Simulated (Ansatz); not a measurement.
SrTiO₃ (cubic perovskite), relaxed and computed with several functionals in Ansatz (plane waves, PAW).

```
functional  a (Å)  gap (eV)  B₀ by P(V) fit (GPa)
----------  -----  --------  --------------------
LDA         3.855      1.86                   202
r²SCAN      3.908      2.27                   189
PBE         3.937      1.85                   170
PBEsol      3.891      1.86                   186
HSE06       3.895      3.36                   194
```

Unstable at this level: SrTiO3, cubic perovskite with LDA; SrTiO3, cubic perovskite with r²SCAN; SrTiO3, cubic perovskite with PBEsol. All cells were relaxed under the symmetry of their starts (and spin orders); stability against distortions was not tested throughout. Named crystals with no word on spin ran without spin polarisation. Scalar-relativistic: spin–orbit coupling is off unless named, which matters more the heavier the elements.

Potentials: the earlier of the program's two PAW sets. The files were generated under PBE; for other functionals the program regenerates the frozen cores, and for LDA and PBEsol the local potential too.

Ansatz (an electronic-structure program) is a plane-wave DFT program.
